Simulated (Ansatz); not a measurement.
Input and command of a plane-wave DFT calculation in Ansatz:

```yaml
crystal:
  lattice:
    - [4.9050600044, 0.0, 0.0]
    - [-2.4525300022, 4.2479065709, 0.0]
    - [0.0, 0.0, 2.8560398466]
  atoms:
    - { symbol: P, position: [0.0, 0.2867411502, 0.5] }
    - { symbol: P, position: [0.7132588498, 0.7132588498, 0.5] }
    - { symbol: P, position: [0.2867411502, 0.0, 0.5] }
    - { symbol: "N", position: [0.3333333333, 0.6666666667, 0.5] }
    - { symbol: "N", position: [0.6666666667, 0.3333333333, 0.5] }
basis:
  ecutwfc: 420
kpoints:
  mp_grid: { grid: [12, 12, 14] }
hamiltonian:
  xc: pbe
scf:
  occupations: { method: gaussian, width: 0.1 }
output:
  forces: true
  stress: true
  eigenvalues: true
relax:
  adjacent_minimum: "off"
  f_tol: 0.01
  max_steps: 80
  cell: { stress_tol: 0.05 }
```

```bash
ansatz run input.yaml --threads 1 --pin off --max-ram 2560MiB --backend cpu --events-out ev --progress --plain --runs-dir out
```

Processor: Intel(R) Xeon(R) Platinum 8488C (Sapphire Rapids), 1 thread, on a host shared with other jobs.

How long does it run, and how much memory does it take?

About 2.8 min on 1 thread of Intel(R) Xeon(R) Platinum 8488C (Sapphire Rapids) (shared host), peak memory 0.49 GiB. It solves 18 bands at 152 k points (the mesh reduced by the symmetry that the task leaves, which can be less than the crystal's) with about 1155 plane waves (on the last cell), in 62 SCF iterations over 10 ionic steps.
